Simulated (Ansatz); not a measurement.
Input:

AlPt:
```
CELL_PARAMETERS angstrom
      0.00000     2.56794     2.56794
      2.56794     0.00000     2.56794
      2.56794     2.56794     0.00000
ATOMIC_POSITIONS crystal
  Pt 0.00000 0.00000 0.00000
  Al 0.50000 0.50000 0.50000
```

This is the PBE-relaxed structure.

Problem. All from the program Ansatz at the PBE level (PAW), unless another level is named. Estimate the formation energy from the elements (no fitted shifts).

Solution. -0.60 eV/atom.

Problem. Give the density of states at the Fermi level.

Solution. 0.41 states/eV per atom (mean over ±0.08 eV).

Space group Fm-3m (rock salt). The start of the workflow was typed in or built on a structure type; neither database checked (COD, Materials Project) lists it. Whether it is the stable phase at ambient conditions was not checked. The cell was relaxed with PBE under the symmetry of its start; its stability against distortions is not shown here. The run is not spin-polarised. The references are the lowest solids computed at this level, not always the standard phases. Spin–orbit coupling is left out wherever it is not named.

Potentials: the later of the program's two PAW sets.
